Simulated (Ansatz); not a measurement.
Polymorphs of In$_{2}$Se$_{3}$, each relaxed with the program Ansatz at the LDA level (PAW):

A: P3m1
a = 3.885 Å, b = 3.885 Å, c = 9.080 Å, α = 90.00°, β = 90.00°, γ = 120.00°

```json
[
 {"atom": "In", "site": "1a", "symmetry": "3m.", "x": "0.0000", "y": "0.0000", "z": "0.4164"},
 {"atom": "In", "site": "1a", "symmetry": "3m.", "x": "0.0000", "y": "0.0000", "z": "0.8359"},
 {"atom": "Se", "site": "1c", "symmetry": "3m.", "x": "0.6667", "y": "0.3333", "z": "0.6153"},
 {"atom": "Se", "site": "1b", "symmetry": "3m.", "x": "0.3333", "y": "0.6667", "z": "0.2631"},
 {"atom": "Se", "site": "1c", "symmetry": "3m.", "x": "0.6667", "y": "0.3333", "z": "0.9942"}
]
```

B: La2O3 or Ni2Al3 type (P-3m1)
a = b = 3.9163 Å, c = 9.1723 Å, α = β = 90.00°, γ = 120.00°

| atom | site | symmetry | x | y | z |
|---|---|---|---|---|---|
| In | 2d | 3m. | 0.3333 | 0.6667 | 0.1987 |
| Se | 1a | -3m. | 0.0000 | 0.0000 | 0.0000 |
| Se | 2d | 3m. | 0.6667 | 0.3333 | 0.3442 |

**Question.** Order them by energy per atom at 0 K (lowest first) at the level LDA.

**Answer.** B (+0 meV/atom), A (+99 meV/atom)

Typed or built starts, not in the databases checked: A. Standing as an ambient phase not checked: B. Weakly bound layers, chains or molecules computed without a dispersion correction, so cells and soft constants are ill determined: A; B. All cells were relaxed under the symmetry of their starts (and spin orders); stability against distortions was not tested throughout. Spin–orbit coupling is left out wherever it is not named.

Energies hold the estimated change up to a 700 eV cutoff; steps of a few meV lie near the error of the meshes.

Potentials: the earlier of the program's two PAW sets. The files were generated under PBE; for other functionals the program regenerates the frozen cores, and for LDA and PBEsol the local potential too.
